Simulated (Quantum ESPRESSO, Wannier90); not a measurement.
# ZnHgTe₂ (P-4m2), plane waves to Wannier functions

```
ZnHgTe2
1.0
    4.47306     0.00000     0.00000
    0.00000     4.47306     0.00000
    0.00000     0.00000     6.38006
Zn Hg Te
1 1 2
Direct
  0.50000   0.50000   0.50000
  0.00000   0.00000   0.00000
  0.00000   0.50000   0.27228
  0.50000   0.00000   0.72772
```

Materials Project entry mp-1215403; symmetrised, unrelaxed at this level. Not found in the COD (Crystallography Open Database) copy used; not checked further. Level: PBEsol, spinors with spin-orbit coupling; pw.x of Quantum ESPRESSO at 68 Ry with PseudoDojo potentials, 4×4×4 k-points, Wannier90. Density: 8×8×6 mesh, cold smearing 0.01 Ry. With spin-orbit coupling a semilocal functional can close or falsely invert a small gap; the band order was not checked against a better method. The gap is small at this level and was sampled on the meshes and a path alone.

The plane-wave run has 116 bands and 72 electrons a cell. On the energy scale of pw.x, whose zero is arbitrary, the valence-band maximum lies at 8.23 eV.

Isolated groups of bands, relative to the valence-band maximum (bands from 73 on overlap up to the last one computed):

| bands | from (eV) | to (eV) | filling | weight on atomic waves |
|---|---|---|---|---|
| 1–2 | -125.80 | -125.80 | filled | Zn 3s 100 % |
| 3–4 | -114.71 | -114.71 | filled | Hg 5s 100 % |
| 5–6 | -82.16 | -82.16 | filled | Zn 3p 100 % |
| 7–10 | -79.10 | -79.09 | filled | Zn 3p 100 % |
| 11–12 | -76.70 | -76.70 | filled | Hg 5p 100 % |
| 13–16 | -58.35 | -58.35 | filled | Hg 5p 100 % |
| 17–24 | -37.45 | -37.44 | filled | Te 4d 100 % |
| 25–36 | -35.98 | -35.97 | filled | Te 4d 100 % |
| 37–40 | -11.94 | -11.01 | filled | Te 5s 84 %, Zn 4s 5 %, Hg 5d 4 % |
| 41–44 | -7.99 | -7.71 | filled | Hg 5d 92 % |
| 45–54 | -7.33 | -6.82 | filled | Zn 3d 94 % |
| 55–60 | -6.45 | -5.84 | filled | Hg 5d 86 %, Te 5p 8 % |
| 61–72 | -5.54 | 0.00 | filled | Te 5p 74 %, Hg 6s 7 %, Hg 5d 6 % |

Input w.win, without the blocks of cell, atoms and k-points (64 lines):

```
num_bands = 116
num_wann = 32
spinors = true
num_iter = 1000
conv_tol = 1.0e-6
conv_window = 4
dis_num_iter = 1000
dis_conv_tol = 1.0e-6
dis_froz_max = 9.82
write_hr = true
write_u_matrices = true
begin projections
f=0.49220,0.50433,0.49528: s;p
f=-0.00509,0.00432,0.00629: s;p
f=-0.00759,0.50704,0.27523: s;p
f=0.51021,0.00376,-0.27050: s;p
end projections
mp_grid = 4 4 4
```

This input has a fault. Which, and what does the program do?

wannier90.x stops with:
```
dis_windows: More states in the frozen window than target WFs
```
At some k-point more bands lie below dis_froz_max than there are Wannier functions, and every frozen state has to fit into the subspace. Here the deep bands below band 37 or between the kept ones were not excluded and fill the window; only bands 37-40,61-116 belong to the model. Mended as below, all else unchanged, the run goes through (Ω_I = 66.6 Å²) and follows the plane-wave bands to 8.6 meV rms (states up to 1.1 eV relative to the valence-band maximum).
```
num_bands = 60
exclude_bands = 1-36,41-60
```
